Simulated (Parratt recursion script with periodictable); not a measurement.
# Peak EUV reflectivity of a Si/Mo multilayer on Si against the number of periods

| layer, from the top | thickness (Å) | density (g/cm³) | rms roughness of its top face (Å) | δ at 13.5 nm | β at 13.5 nm |
|---|---|---|---|---|---|
| Si (in each period) | 49 | 2.313 | 5 | 9.927 × 10⁻⁴ | 0.001813 |
| Mo (in each period) | 21 | 10.026 | 5 | 0.07476 | 0.006314 |
| Si (substrate) | – | 2.313 | 5 | 9.927 × 10⁻⁴ | 0.001813 |

The refractive index is n = 1 − δ + iβ; the runs take δ and β at each wavelength of the scan. Vacuum lies above.

Densities are inputs, not measurements. They were set from computed cells of the Materials Project: Si from entry mp-149 (Fd-3m, 2.313 g/cm³); Mo from entry mp-129 (Im-3m, 10.026 g/cm³). A layer's crystal structure does not enter its constants, only its composition and density.

Method: EUV and soft X-ray reflectivity, Parratt recursion, Névot-Croce roughness, Henke tables (Parratt recursion script with periodictable 1.7.1).

Light falls at α = 6° from the surface normal. R is the mean of s and p polarisation. The wavelength is scanned from 12.42 to 14.58 nm in 161 evenly spaced points, without smoothing. The peak is the highest scan point; its wavelength and height come from a parabola through R at that point and its two neighbours.

The runs differ in the number of periods N alone.

| N | peak λ (nm) | peak R (%) |
|---|---|---|
| 15 | 13.632 | 35.7 |
| 25 | 13.634 | ? |
| 30 | 13.639 | 61.4 |
| 120 | 13.663 | 69.8 |

**Question.** Estimate the peak reflectivity for N = 25, trying the form R = R∞ tanh²(aN + b).

**Answer.** Take R∞ from the largest stack, 69.8 % at N = 120. For the shown rows under 97 % of it, y = artanh[(R/R∞)^½] is 0.898 at N = 15, 1.720 at N = 30. The line through them has a = 0.0548 and b = 0.076. This form gives tanh²y = 1.000 at N = 120, in keeping with the choice of R∞. At N = 25, y = 1.446 and R = 69.8 × tanh²y = 55.9 %.

The run gave 56.0 %, so the form misses by 0.1 points.
